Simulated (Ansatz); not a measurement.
# Axial (c/a) deformation path in P

All numbers below come from DFT PBEsol, scalar-relativistic, plane waves, PAW in Ansatz. Cutoff 650 eV, Γ-centred 18×18×18 k-points, Gaussian smearing of 0.15 eV. No spin polarisation. Energies are free energies at this smearing, counted from the undisturbed cell; pressure is positive in compression.

Reference structure (as given, not relaxed at this level; it stands at -1.7 GPa; this form isn't the usual structure):

```xyz
2
Lattice="1.7257 0.9963 3.1297 -1.7257 0.9963 3.1297 0.0000 -1.9927 3.1297" Properties=species:S:1:pos:R:3 pbc="T T T"
P     0.0000    0.0000    2.1321
P     0.0000    0.0000    7.2570
```

At fixed volume and fractional coordinates, lengths along (0.000, 0.000, 1.000) are scaled against those across it; ρ is that ratio over its starting value. The cell is metallic on the mesh throughout.

```csv
ρ,ΔE (meV/atom),pressure (GPa)
0.800,?,?
0.850,65.5,-5.6
0.920,11.7,-3.7
0.960,0.1,-2.6
1.000,0.0,-1.7
1.050,8.8,-0.7
1.100,23.1,0.3
1.200,66.7,1.5
1.300,?,?
```

Task: Give the withheld values.

Result: ΔE (meV/atom) at ρ = 0.800: 131.1; pressure (GPa) at ρ = 0.800: -7.1; ΔE (meV/atom) at ρ = 1.300: 138.8; pressure (GPa) at ρ = 1.300: 2.3.

Cost: 9 runs of about 2.8 core-minutes in all, on Intel Xeon Processor @ 2.70GHz (shared hosts).